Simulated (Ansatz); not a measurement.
As:
```xyz
4
Lattice="1.8557 -5.3736 0.0000 1.8557 5.3736 0.0000 0.0000 0.0000 4.2341" Properties=species:S:1:pos:R:3 pbc="T T T"
As     1.8557     4.1627     0.2315
As     1.8557    -4.1627     4.0027
As     1.8557     1.2108     2.3486
As     1.8557    -1.2108     1.8856
```

Relaxed with LDA. Special points in fractions of this cell's reciprocal vectors: Γ (0.000, 0.000, 0.000); Y (-0.500, 0.500, 0.000); C0 (-0.280, 0.720, 0.000); Σ0 (0.280, 0.280, 0.000); Z (0.000, 0.000, 0.500); A0 (0.280, 0.280, 0.500); E0 (-0.280, 0.720, 0.500); T (-0.500, 0.500, 0.500); S (0.000, 0.500, 0.000); R (0.000, 0.500, 0.500).

**Question.** List the band energies nearest the Fermi level at these points for LDA (plane waves, PAW; program Ansatz).

**Answer.** In eV from the Fermi level; about four levels below and three above (degenerate sets whole), none deeper than 8.9 eV; points with the same levels are listed once.

| k | below | above |
|---|---|---|
| Γ | -3.38 -2.31 -2.02 -0.84 | 1.97 2.48 2.52 |
| Y | -3.86 -1.72 -1.50 -0.53 | 0.03 2.00 2.36 |
| C0 | -2.52 -2.46 -2.12 -1.75 | 0.61 0.66 0.76 |
| Z | -2.13 -2.13 -0.53 -0.53 | 0.84 0.84 1.62 1.62 |
| A0 | -4.03 -4.03 -2.00 -2.00 | 2.37 2.37 4.98 4.98 |
| T | -1.69 -1.69 -1.12 -1.12 | 1.42 1.42 1.86 1.86 |
| S | -2.36 -2.36 -2.11 -2.11 | 0.81 0.81 1.28 1.28 |
| R | -4.83 -4.83 -1.85 -1.85 | 1.96 1.96 5.39 5.39 |

Space group Cmce. The first step of the workflow began from a Materials Project structure, measured or hypothetical; the Crystallography Open Database files this formula in space group No. 64, but the cells were not matched. It is not the phase usual at ambient conditions (space group No. 166). The LDA relaxation kept the symmetry of its start; its stability against distortions is not shown here. A crystal of weakly bound layers computed without a dispersion correction: the cell and the soft elastic constants depend strongly on that. Spin–orbit coupling is left out wherever it is not named.

Potentials: the later of the program's two PAW sets.
